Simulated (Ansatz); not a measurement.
Input file for Ansatz (a first-principles code):

Ansatz 0.2 input:
```yaml
crystal:
  lattice:
    - [-2.0608767331, 2.0608767331, 4.9389997725]
    - [2.0608767331, -2.0608767331, 4.9389997725]
    - [2.0608767331, 2.0608767331, -4.9389997725]
  atoms:
    - { symbol: Y, position: [0.0, 0.0, 0.0] }
    - { symbol: Si, position: [0.3829330804, 0.3829330804, 0.0] }
    - { symbol: Si, position: [0.6170669196, 0.6170669196, 0.0] }
    - { symbol: Pt, position: [0.75, 0.25, 0.5] }
    - { symbol: Pt, position: [0.25, 0.75, 0.5] }
kpoints:
  mp_grid: { grid: [14, 14, 14] }
basis: { xc_grid: 2, fft_grid_basis: typed }
hamiltonian:
  xc: pbesol
  pseudopotentials: { kind: paw }
scf:
  occupations: { method: gaussian, width: 0.05 }
checkpoint: { read: metal.run }
output: { write_density: true, elf: true, volumetric_format: npy }
```

Output (shortened):

```
Pseudopotential: Y, paw, valence charge 11
Pseudopotential: Si, paw, valence charge 4
Pseudopotential: Pt, paw, valence charge 18
Functional definition: PBEsol
Crystal: 5 atoms, lattice volume = 83.908 Å³
Basis set: ecut = 420 eV, 1661 PW (Γ), exchange–correlation on 80×80×80 points (8 copies of the dense FFT grid, shifted against one another)
Bands: 38, of which v1, the nominal top of the filled ones, is band 28 counted from 1 (27 counted from 0)
Symmetry: 16 space group operations
Space group: I4/mmm (ITA 139), of the structure as read, at distance tolerance 4.4e-5 Å
k-points: 244 of 2744
Stability of the state it starts from, as read at its close in the unpolarized treatment …
iter 1 solved again at ethr=2.70e-7 eV; its pass at ethr=3.10e-3 eV (dr2=1.48e-4 eV) is discarded
SCF iter   1: F=—  HF=-29811.133343 eV  |F-HF|=—  |Δ(HF+E_count)|=         —  Δρ=3.34e-7  dr2=7.54e-11  ethr=2.70e-7  ⟨swp⟩=3.0  Hψ=59001  notcnv=0
preconditioner: auto → Kerker (q_TF=auto, 2.543 Å⁻¹)
SCF iter   2: F=—  HF=-29811.133344 eV  |F-HF|=—  |Δ(HF+E_count)|=   1.17e-6  Δρ=1.88e-7  dr2=2.61e-11  ethr=1.00e-12  ⟨swp⟩=6.4  Hψ=34705  notcnv=0
SCF iter   3: F=-29811.133344 eV  HF=-29811.133344 eV  |F-HF|=7.28e-12  |Δ(HF+E_count)|=  3.64e-12  Δρ=1.39e-7  dr2=1.46e-11  ethr=1.00e-12  ⟨swp⟩=1.0  Hψ=19543  notcnv=0
SCF 1 converged in 3 iterations: F = -29811.133344 eV  dr2 = 1.46e-11
SCF converged after 3 iterations
Free energy (F): -29811.133344 eV
Harris-Foulkes:  -29811.133344 eV  (|F-HF|=7.28e-12)
Internal energy: -29811.130312 eV  (E = F + TS)
E sigma→0 (E₀):  -29811.131828 eV
Entropy (-TS):   -0.003033 eV (-0.607 meV/atom)
Fermi energy:    15.913762 eV
--- Per-component energies (eV) ---
  E_band       = -524.045273
  E_kinetic    = 1672.543657
  E_local      = -5288.028028  (includes V_loc(G=0)·N_el)
  E_nonlocal   = 504.829009
  E_hartree    = 2067.147959
  E_xc         = -808.252503
  E_vxc        = -905.300655  (∫ρ·V_xc dr)
  E_paw        = -22404.129525  (= ΣΔE_a)
  E_vpaw       = -642.385532  (= ΣTr[D̂ρ^β])
  E_aug_tail   = 0.000420  (compensation charges beyond the density's cutoff)
  E_ewald      = -5556.027157
  E_core_change = 0.785856  (= ΣΔE_core)
  E_smearing   = -0.003033  (= −TS)
  E_closure    = 0.000000  (closes the sum)
  Σ components = -29811.133344   (vs F -29811.133344, Δ=0.00e0)
  [band-id]    e_kinetic+e_local+e_nonlocal+2·e_hartree+e_vxc+e_vpaw+e_augmentation_tail = -524.045212   (vs E_band -524.045273, Δ=6.12e-5)
--- Band table (eV; the first three rows and the last of 244) ---
  k-point 0: bands = ["-83.1472", "-83.1364", "-37.4421", "-37.4421", "-37.3371", "-37.3089", "-37.3068", "-37.3068", "-26.5341", "-6.6296", "-6.5516", "-6.5516", "4.0449", "7.2553", "8.6173", "9.9691", "10.1215", "10.1215", "12.2530", "12.3383", "12.3383", …
  k-point 1: bands = ["-83.1469", "-83.1367", "-37.4429", "-37.4349", "-37.3364", "-37.3144", "-37.3096", "-37.3062", "-26.5337", "-6.6288", "-6.5573", "-6.5555", "4.1428", "7.2958", "8.6998", "9.9049", "10.1639", "10.1874", "11.7812", "12.2185", "12.5572", …
  k-point 2: bands = ["-83.1461", "-83.1374", "-37.4451", "-37.4145", "-37.3355", "-37.3344", "-37.3115", "-37.3044", "-26.5325", "-6.6267", "-6.5724", "-6.5665", "4.4217", "7.4074", "8.8829", "9.7513", "10.3360", "10.3785", "11.3488", "11.7038", "12.5267", …
  k-point 243: bands = ["-83.1472", "-83.1364", "-37.4421", "-37.4421", "-37.3373", "-37.3089", "-37.3068", "-37.3068", "-26.5331", "-6.6524", "-6.5492", "-6.5492", "5.2344", "5.5723", "8.9560", "10.0049", "10.0954", "10.0954", "11.0963", "11.7079", …
```

Cost: roughly 18 core-seconds on shared cores.

The workflow started from an entry of the Crystallography Open Database (COD). Whether it is the stable phase at ambient conditions was not checked. The PBEsol relaxation kept the symmetry of its start; whether a distortion lowers the energy is not shown. The run is not spin-polarised. Spin–orbit coupling is left out wherever it is not named.

Potentials: the later of the program's two PAW sets.

Ansatz is a plane-wave DFT program.
